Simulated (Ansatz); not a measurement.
input.yaml (Ansatz)

```yaml
crystal:
  lattice:
    - [0.0, 3.7059091011, 3.7059091011]
    - [3.7059091011, 0.0, 3.7059091011]
    - [3.7059091011, 3.7059091011, 0.0]
  atoms:
    - { symbol: Ba, position: [0.125, 0.125, 0.125] }
    - { symbol: Ba, position: [0.875, 0.875, 0.875] }
hamiltonian:
  xc: pbesol
  pseudopotentials:
    kind: paw
    azcp:
      Ba: "pseudopotentials/Ba.paw.azcp"
basis:
  ecutwfc: 420
  fft_grid_basis: typed
kpoints:
  mp_grid: { grid: [12, 12, 12], shift: [0, 0, 0] }
magnetization:
  spin_polarized: false
scf:
  occupations: { method: fermi_dirac, width: 0.1 }
```

Output

```
Warning: the record states the generating functional pbe (its physics header spells it `PBE`), which answers neither for hamiltonian.xc's functional nor for the pbesol family's — results may be inconsistent (PPs are generated against a specific XC)
Engine: ansatz 0.2.0, x86_64-unknown-linux-gnu
Pseudopotentials: kind: paw
Pseudopotential: Ba, paw, valence charge 10, recommended cutoff 420 eV (normal) 
Functional definition: PBEsol
  exchange = pbesol_x
  correlation = pbesol_c
Crystal: 2 atoms, lattice volume = 101.792 Å³
Basis set: ecut = 420 eV, 1989 PW (Γ)
Bands: 14, of which v1, the nominal top of the filled ones, is band 10 counted from 1 (9 counted from 0)
Symmetry: 48 space group operations
Space group: Fd-3m (ITA 227), of the structure as read, at distance tolerance 4.7e-5 Å
k-points: 72 of 1728
Non-local potential: Ba, projectors of the file, l = 0: 3, l = 1: 2, l = 2: 2, l = 3: 2
PAW form: soft (Blöchl's): semilocal exchange-correlation on the pseudo side does not see the compensation charge
PAW frozen core: Ba, regenerated for the run's functional, and the local potential with it (the file was generated under x = pbe(κ = 0.804, μ = 0.2195149727645171), c = pbe(β = 0.06672455060314922))
PAW one-centre angular grid: Ba, 194 points (default); XC on 64 Gauss nodes
Initial density: superposition of atomic densities (neutral atoms: chi_scale 0, normalization atom), corrected by the library's trained network
Initial wavefunctions: pseudopotential atomic-orbital guess
Functional: x = pbesol(κ = 0.804, μ = 0.12345679012345678), c = pbesol(β = 0.046)
SCF iter   1: F=—  HF=-11723.520815 eV  |F-HF|=—  |Δ(HF+E_count)|=         —  Δρ=4.42e-3  dr2=1.39e-2  ethr=1.77e-3  ⟨swp⟩=9.4  Hψ=7533  notcnv=0
SCF iter   2: F=—  HF=-11723.521931 eV  |F-HF|=—  |Δ(HF+E_count)|=   1.12e-3  Δρ=2.67e-3  dr2=5.72e-3  ethr=6.96e-5  ⟨swp⟩=1.0  Hψ=1586  notcnv=0
SCF iter   3: F=—  HF=-11723.523264 eV  |F-HF|=—  |Δ(HF+E_count)|=   1.33e-3  Δρ=3.90e-4  dr2=2.28e-4  ethr=2.86e-5  ⟨swp⟩=2.4  Hψ=1621  notcnv=0
SCF iter   4: F=—  HF=-11723.523281 eV  |F-HF|=—  |Δ(HF+E_count)|=   1.64e-5  Δρ=9.30e-5  dr2=8.45e-6  ethr=1.14e-6  ⟨swp⟩=2.2  Hψ=1266  notcnv=0
SCF iter   5: F=—  HF=-11723.523280 eV  |F-HF|=—  |Δ(HF+E_count)|=   7.53e-7  Δρ=2.24e-5  dr2=1.07e-6  ethr=4.22e-8  ⟨swp⟩=1.9  Hψ=1549  notcnv=0
SCF iter   6: F=-11723.523280 eV  HF=-11723.523280 eV  |F-HF|=7.46e-10  |Δ(HF+E_count)|=   4.86e-8  Δρ=3.44e-6  dr2=1.67e-8  ethr=5.00e-10  ⟨swp⟩=1.4  Hψ=2619  notcnv=0
SCF 1 converged in 6 iterations: F = -11723.523280 eV  dr2 = 1.67e-8
SCF converged after 6 iterations
Free energy (F): -11723.523280 eV
Harris-Foulkes:  -11723.523280 eV  (|F-HF|=7.46e-10)
Internal energy: -11723.456556 eV  (E = F + TS)
E sigma→0 (E₀):  -11723.489918 eV
Entropy (-TS):   -0.066724 eV (-33.362 meV/atom)
Fermi energy:    7.070925 eV
--- Per-component energies (eV) ---
  E_band       = -145.734326
  E_kinetic    = 340.714949
  E_local      = -782.979105  (includes V_loc(G=0)·N_el)
  E_nonlocal   = 117.869623
  E_hartree    = 262.091769
  E_xc         = -333.537585
  E_vxc        = -271.413218  (∫ρ·V_xc dr)
  E_paw        = -10281.374484  (= ΣΔE_a)
  E_vpaw       = -74.112754  (= ΣTr[D̂ρ^β])
  E_aug_tail   = -0.000004  (compensation charges beyond the density's cutoff)
  E_ewald      = -1046.544586
  E_core_change = 0.302866  (= ΣΔE_core)
  E_smearing   = -0.066724  (= −TS)
  E_closure    = 0.000000  (closes the sum)
  Σ components = -11723.523280   (vs F -11723.523280, Δ=0.00e0)
```
